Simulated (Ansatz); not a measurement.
A relaxed structure of SnO. Space group P4/nmm (No. 129), AFLOW prototype AB_tP4_129_a_c (B10, as in PbO). Computed with r2SCAN (plane waves to 500 eV, PAW, scalar-relativistic; Ansatz, a quantum-chemistry and plane-wave program).

```cif
data_O2Sn2
_chemical_formula_sum 'Sn2 O2'
_space_group_name_H-M_alt 'P 1'
_space_group_IT_number 1
_cell_length_a 3.80726
_cell_length_b 3.80726
_cell_length_c 4.93761
_cell_angle_alpha 90.000
_cell_angle_beta 90.000
_cell_angle_gamma 90.000
loop_
_space_group_symop_operation_xyz
  'x, y, z'
loop_
_atom_site_label
_atom_site_type_symbol
_atom_site_fract_x
_atom_site_fract_y
_atom_site_fract_z
_atom_site_occupancy
Sn1 Sn 0.50000 0.00000 0.76761 1
Sn2 Sn 0.00000 0.50000 0.23239 1
O1 O 0.00000 0.00000 0.00000 1
O2 O 0.50000 0.50000 0.00000 1
```

For SnO, the volume per atom is 17.89 Å³ and the band gap is 0.35 eV, indirect (valence top at Γ, conduction bottom at M) (no spin-orbit coupling). The smallest direct gap is 2.36 eV at 12 % of the way from Γ to Z, the shortest distances is O–Sn 2.22 Å; O–O 2.69 Å; Sn–Sn 3.54 Å and the k-mesh is 9×9×7.

Band energies at high-symmetry points (eV from the VBM; labels of this space group; no spin-orbit coupling), from −5 eV up to 3.6 eV:

| point | energies |
|---|---|
| Γ | -3.86 -3.56 -3.56 0.00 2.37 |
| X | -2.88 -2.88 3.37 3.37 |
| M | -2.89 -2.89 -2.09 -2.09 0.35 0.35 |
| Z | -3.91 -3.57 -3.57 -3.24 -2.52 2.03 3.29 3.29 |
| R | -1.98 -1.98 2.70 2.70 |
| A | -2.89 -2.89 -2.79 -2.79 2.55 2.55 |

No spin polarisation in the result.

It was reached from a disturbed copy of a P6₃/mmc (No. 194) cell (NiAs type), against which it lies -0.70 eV/atom.

The first start was generated by placing the elements on the sites of a structure type. A measured structure of SnO has the same space group, P4/nmm (No. 129); the sites were not compared with it.
